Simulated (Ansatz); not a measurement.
The elements of this relaxed trial crystal are hidden behind letters.

```
lattice vectors (Å)
  -1.6373    4.0719    4.9013
   1.6373   -4.0719    4.9013
   1.6373    4.0719   -4.9013
fractional positions
X 0.3334 0.3334 0.0000
X 0.6666 0.6666 0.0000
Z 0.3421 0.0000 0.3421
Z 0.6681 0.3294 0.3386
Z 0.0092 0.6706 0.3386
Z 0.6579 0.0000 0.6579
Z 0.9908 0.3294 0.6614
Z 0.3319 0.6706 0.6614
Q 0.0000 0.0000 0.0000
```

Theory: DFT PBE, scalar-relativistic, plane waves, PAW in Ansatz 0.2.0. Plane waves to 420 eV, a 12×12×12 mesh through Γ for the 9-atom cell and 0.10 eV Gaussian smearing; no spin polarisation.

* Space group: Immm (No. 71)
* Conventional cell: a = 3.275 Å, b = 8.144 Å, c = 9.803 Å
* Volume per atom: 14.52 Å³
* Density: 8.08 g/cm³
* Energy over the elements: 0.00 eV/atom
* Gap on the 12×12×12 mesh of the 9-atom cell: 0 eV (a metal)

Energies are uncorrected and count from the elements' standard states at the same level.

**Question.** X is a d-block element of period 4, Z is a p-block element of period 4 and Q is a d-block element of period 5. Which elements are they?

**Answer.** X = Cr, Z = Ge, Q = Mo, so the formula is Cr2Ge6Mo. Density times volume gives a mean mass of 8.08 × 14.52/1.6605 = 70.7 u per atom, and this set has 70.6 u. Around Cr lie 10 Ge at 2.64–2.76 Å, 3 Cr at 3.27 Å and 1 Mo at 3.27 Å; Ge on a site of symmetry m2m has 1 Ge at 2.57 Å, 4 Cr at 2.65 Å, 4 Ge at 2.76 Å, 1 Mo at 2.79 Å and 4 Ge at 3.23–3.27 Å; Mo is surrounded by 10 Ge at 2.68–2.79 Å, 2 Cr at 3.27 Å and 2 Mo at 3.27 Å; 1 more site not described. Other sets within the hints have nearly the same mass, so mass alone doesn't settle it; this one was computed.

Trial moments died out on the coarse mesh, so the last step has no spin; another magnetic start might hold. A later test with randomly moved atoms came back to the same energy, though modes that don't fit the test's cell weren't probed.
